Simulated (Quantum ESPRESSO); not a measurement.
MgAl3N3O (made-up cell) (calculated)

Calculation on a made-up crystal cell, not a measurement: periodic Kohn-Sham density functional theory in plane waves with PseudoDojo standard norm-conserving scalar-relativistic pseudopotentials, each functional with its own files (v0.5 for PBE, v0.4.1 for LDA and PBEsol), no spin polarisation, no spin-orbit coupling, atoms not relaxed, stress positive in tension, energies less a fixed whole-eV offset for each atom's element; levels are Kohn-Sham levels at fractions of this cell's reciprocal vectors, counted from the reference band (half the neutral cell's valence electrons, rounded up) at Gamma; error bars cover cutoff and k-mesh only, not smearing or the files; each bar is the largest change over components, and at least 0.002 eV, 0.002 eV per angstrom or 0.02 GPa; added strain carries the atoms with the cell, and shear is the tensor component; energies are for the whole cell, and the offsets were chosen from early runs and are not element reference energies. Program: Quantum ESPRESSO 7.5.

Settings shared by all entries: lattice type rocksalt; functional pbe; cutoff 1143 eV; fermi dirac smearing 0.025 eV; scf tolerance 1e-07 eV; electrons removed 0; added strain kind zz; k mesh 4 x 4 x 4, shifted by half a step.

(1) MgAl3N3O (made-up cell)

Unstrained structure:
```cif
# cell vector a (Å): 4.0808 0.0227 -0.0143
# cell vector b (Å): 0.0227 4.1368 -0.0171
# cell vector c (Å): -0.0143 -0.0171 4.1267
data_MgAl3N3O
_symmetry_space_group_name_H-M 'P 1'
_symmetry_Int_Tables_number 1
_cell_length_a 4.0809
_cell_length_b 4.1369
_cell_length_c 4.1268
_cell_angle_alpha 90.475
_cell_angle_beta 90.401
_cell_angle_gamma 89.366
_cell_volume 69.66
loop_
_atom_site_label
_atom_site_type_symbol
_atom_site_fract_x
_atom_site_fract_y
_atom_site_fract_z
_atom_site_occupancy
Mg1 Mg 0.99989 0.99445 0.00114 1
Al1 Al 0.99077 0.49941 0.48841 1
Al2 Al 0.49012 0.00682 0.51213 1
Al3 Al 0.49628 0.49849 0.00812 1
N1 N 0.49257 0.00243 0.99563 1
N2 N 0.49501 0.49675 0.50350 1
N3 N 0.99950 0.00075 0.50944 1
O1 O 0.00347 0.49582 0.00030 1
```

Settings of this run: added strain -0.0116 and structure shown before the added strain of -0.0116.

It finds free energy less offsets -1.481 eV; scf iterations 11; smearing term minus ts 0 eV; pressure 3.421 GPa; stress xx -8.17 GPa; stress yy 6.703 GPa; stress zz -8.795 GPa; stress yz -2.034 GPa; stress xz -1.897 GPa; stress xy 2.803 GPa; reference band 20; error bar energy 0.003079 eV; error bar stress 0.02 GPa; error bar force 0.007094 eV/Å; error bar next band up 0.002 eV; error bars from tighter rerun of a related cell.

Atoms:
```
atoms element  atom site  atom energy offset (eV)
           Mg          1                    -1617
           Al          2                      -64
           Al          3                      -64
           Al          4                      -64
            N          5                     -283
            N          6                     -283
            N          7                     -283
            O          8                     -452
```

Forces:
```
site  x (eV/Å)  y (eV/Å)  z (eV/Å)
   1   -0.4344     0.179    0.2849
   2    0.2386   0.01256     0.622
   3    0.2793   -0.3537   -0.4016
   4  -0.08438   0.03967   -0.4146
   5    0.6225   -0.2136    0.7433
   6    0.1362    0.2857   -0.1978
   7   -0.4028   -0.1355   -0.9059
   8   -0.3549    0.1859    0.2696
```

Levels:
```
level k point  next band up (eV)
        Gamma              2.714
(1/2,1/2,1/2)              3.813
   (0.15,0,0)              3.253
   (0,0.15,0)              3.247
   (0,0,0.15)              3.253
```

(2) MgAl3N3O (made-up cell)

The structure is that of entry 1.

Settings of this run: added strain -0.0046 and structure shown before the added strain of -0.0046.

It finds free energy less offsets -1.504 eV; scf iterations 12; smearing term minus ts 0 eV; pressure 1.759 GPa; stress xx -7.076 GPa; stress yy 7.615 GPa; stress zz -5.814 GPa; stress yz -2.006 GPa; stress xz -1.869 GPa; stress xy 2.81 GPa; reference band 20; error bar energy 0.003079 eV; error bar stress 0.02 GPa; error bar force 0.007094 eV/Å; error bar next band up 0.002 eV; error bars from tighter rerun of a related cell.

Atoms:
```
atoms element  atom site  atom energy offset (eV)
           Mg          1                    -1617
           Al          2                      -64
           Al          3                      -64
           Al          4                      -64
            N          5                     -283
            N          6                     -283
            N          7                     -283
            O          8                     -452
```

Forces:
```
site  x (eV/Å)  y (eV/Å)  z (eV/Å)
   1   -0.4334    0.1797    0.2517
   2    0.2367     0.015    0.5901
   3    0.2783   -0.3531   -0.3419
   4  -0.08131   0.03687    -0.398
   5    0.6212   -0.2121     0.686
   6    0.1318    0.2848   -0.2134
   7   -0.4009   -0.1352   -0.8737
   8   -0.3523     0.184    0.2992
```

Levels:
```
level k point  next band up (eV)
        Gamma              2.652
(1/2,1/2,1/2)               3.78
   (0.15,0,0)              3.193
   (0,0.15,0)              3.189
   (0,0,0.15)               3.19
```

(3) MgAl3N3O (made-up cell)

The structure is that of entry 1.

It was run with added strain -0.0023 and structure shown before the added strain of -0.0023.

Results for MgAl3N3O (made-up cell): free energy less offsets -1.509 eV; scf iterations 12; smearing term minus ts 0 eV; pressure 1.234 GPa; stress xx -6.724 GPa; stress yy 7.909 GPa; stress zz -4.888 GPa; stress yz -2 GPa; stress xz -1.864 GPa; stress xy 2.813 GPa; reference band 20; error bar energy 0.003079 eV; error bar stress 0.02 GPa; error bar force 0.007094 eV/Å; error bar next band up 0.002 eV; error bars from tighter rerun of a related cell.

Atoms:
```
atoms element  atom site  atom energy offset (eV)
           Mg          1                    -1617
           Al          2                      -64
           Al          3                      -64
           Al          4                      -64
            N          5                     -283
            N          6                     -283
            N          7                     -283
            O          8                     -452
```

Forces:
```
site  x (eV/Å)  y (eV/Å)  z (eV/Å)
   1   -0.4331    0.1799    0.2428
   2    0.2361   0.01579    0.5807
   3    0.2779   -0.3528   -0.3232
   4  -0.08038   0.03597   -0.3934
   5    0.6208   -0.2116    0.6679
   6    0.1303    0.2844    -0.219
   7   -0.4003    -0.135   -0.8644
   8   -0.3515    0.1833    0.3087
```

Levels:
```
level k point  next band up (eV)
        Gamma               2.63
(1/2,1/2,1/2)              3.767
   (0.15,0,0)              3.171
   (0,0.15,0)              3.169
   (0,0,0.15)              3.168
```
